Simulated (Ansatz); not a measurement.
FePt: do energies and stresses tell the same story?

The calculation used Ansatz, DFT r2SCAN, scalar-relativistic, plane waves, PAW.

Cutoff 500 eV; k points 16×16×12 on the computed 2-atom cell (Γ-centred); Gaussian smearing, width 0.10 eV; collinear spin from starting moments 3.61 0.44 μB.

Relaxed cell: P4/mmm, a = 2.732 Å, b = 2.732 Å, c = 3.727 Å, α = 90.00°, β = 90.00°, γ = 90.00°, 2 atoms in the primitive cell. Whether it is the stable form of this composition wasn't checked.

Energies at zero smearing and pressures from the stress tensor, at volumes with shape and atoms relaxed:
| V (Å³/atom) | E − E(first) (meV/atom) | P (GPa) |
| --- | --- | --- |
| 13.071 | 0.00 | 15.52 |
| 13.488 | -28.76 | 7.06 |
| 13.906 | -37.55 | -0.01 |
| 14.323 | -29.58 | -5.91 |
| 14.740 | -7.53 | -10.87 |

Check P = −dE/dV between neighbouring volumes, and get the bulk modulus from the pressures alone.

With 1 eV/Å³ = 160.2 GPa:
| middle V (Å³/atom) | −ΔE/ΔV (GPa) | mean P (GPa) |
| --- | --- | --- |
| 13.280 | 11.046 | 11.293 |
| 13.697 | 3.374 | 3.526 |
| 14.114 | -3.061 | -2.959 |
| 14.531 | -8.469 | -8.391 |

The two differ by 0.25 GPa at most. The mean of two end pressures misses the average over a step by about ΔV² P″/12, up to 0.13 GPa here; with that taken off 0.12 GPa remains. The stress is the derivative of the free energy, not of the energy at zero smearing, and with free energies 0.01 GPa remains. Around V = 13.906 Å³/atom, the two neighbours give B = −V ΔP/ΔV = 13.906 × 12.97 / 0.834 = 216.2 GPa, against B0 = 214.2 GPa from the Birch–Murnaghan fit of the energies.

The state reached may not be the lowest one. Spin-orbit coupling is left out, which matters for the bands of heavy elements. Only parallel moments were tried here.

Only this magnetic start was tried.

Cost: 6 runs of about 19 core-minutes in all, on Intel Xeon Platinum 8259CL (Skylake/Cascade Lake) (shared hosts).